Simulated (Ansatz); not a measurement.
## Property card for LiPS₃

LiPS$_{3}$:
```yaml
crystal:
  lattice:
    - [5.61695, 3.53165, 0.00000]
    - [-5.61695, 3.53165, 0.00000]
    - [-3.87721, 0.00000, 5.35536]
  atoms:
    - { symbol: Li, position: [0.24240, 0.24240, 0.00000] }
    - { symbol: Li, position: [0.75760, 0.75760, 0.00000] }
    - { symbol: P, position: [0.15187, 0.84813, 0.57700] }
    - { symbol: P, position: [0.84813, 0.15187, 0.42300] }
    - { symbol: S, position: [0.77947, 0.77947, 0.50000] }
    - { symbol: S, position: [0.22053, 0.22053, 0.50000] }
    - { symbol: S, position: [0.19419, 0.80581, 0.32274] }
    - { symbol: S, position: [0.80581, 0.19419, 0.67726] }
    - { symbol: S, position: [0.31988, 0.68012, 0.93444] }
    - { symbol: S, position: [0.68012, 0.31988, 0.06556] }
```

Space group C2/m (No. 12); conventional cell a = 11.2339 Å, b = 7.0633 Å, c = 6.6116 Å, α = 90.00°, β = 125.90°, γ = 90.00°.

Method: r²SCAN in the plane-wave PAW code Ansatz. The cell and atoms are relaxed at this level. Other levels are named where they apply.

Cell and energy:

- Volume per atom: 21.25 Å³
- Density: 2.10 g/cm³
- Formation energy from the elements (no fitted shifts): -0.68 eV/atom

Electronic structure:

- Band gap = 2.12 eV (indirect)
- Valence-band maximum = at Γ
- Conduction-band minimum = at A (k = 0.000, 0.000, 0.500 in fractions of the reciprocal vectors)
- Smallest direct gap on the standard path = 2.49 eV
- Electron effective mass = 1.0, 1.8, 3.5 mₑ (principal values)
- Hole effective mass = 0.61, 1.3, 3.1 mₑ (principal values)
- HSE06 gap on the r²SCAN cell = 2.87 eV

Mechanics:

Bulk modulus (Birch–Murnaghan fit): 17.2 GPa
Pressure derivative B′: 8.5

Charges:

- Bader charges = Li +0.91, P +1.64, S -1.01 to -0.59 e

The workflow started from an entry of the Crystallography Open Database (COD). Whether it is the stable phase at ambient conditions was not checked. The r²SCAN relaxation kept the symmetry of its start; whether a distortion lowers the energy is not shown. The references are the lowest solids computed at this level, not always the standard phases.

Potentials: the later of the program's two PAW sets.
